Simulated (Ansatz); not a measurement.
The relaxed structure here is a generated cell of ZrSe2: the first start was made by placing the elements on the sites of a structure type, and the end was not matched to a known phase here, so it may be hypothetical. Known forms of ZrSe2 include space group No. 164.

The end point of a relaxation of ZrSe₂. Space group P4/nbm (No. 125). These are PBEsol (plane waves to 420 eV, PAW, scalar-relativistic; Ansatz, a quantum-chemistry and plane-wave program) values and carry that method's errors.

```cif
data_Se8Zr4
_chemical_formula_sum 'Zr4 Se8'
_space_group_name_H-M_alt 'P 1'
_space_group_IT_number 1
_cell_length_a 6.55817
_cell_length_b 6.55817
_cell_length_c 6.48832
_cell_angle_alpha 90.000
_cell_angle_beta 90.000
_cell_angle_gamma 90.000
loop_
_space_group_symop_operation_xyz
  'x, y, z'
loop_
_atom_site_label
_atom_site_type_symbol
_atom_site_fract_x
_atom_site_fract_y
_atom_site_fract_z
_atom_site_occupancy
Zr1 Zr 0.00000 0.00000 0.00000 1
Zr2 Zr 0.50000 0.00000 0.50000 1
Zr3 Zr 0.00000 0.50000 0.50000 1
Zr4 Zr 0.50000 0.50000 0.00000 1
Se1 Se 0.21485 0.28515 0.23853 1
Se2 Se 0.78515 0.28515 0.76147 1
Se3 Se 0.78515 0.71485 0.23853 1
Se4 Se 0.21485 0.71485 0.76147 1
Se5 Se 0.28515 0.78515 0.23853 1
Se6 Se 0.71485 0.78515 0.76147 1
Se7 Se 0.71485 0.21485 0.23853 1
Se8 Se 0.28515 0.21485 0.76147 1
```

### Question
What band gap does PBEsol give?

### Answer
0.25 eV, direct at Γ (no spin-orbit coupling).

No spin polarisation in the result.

The run could not lose the symmetry of its start, so the end can be a saddle point.

It was reached from a disturbed copy of a P4₂/nmc (No. 137) cell, against which it lies -0.005 eV/atom.
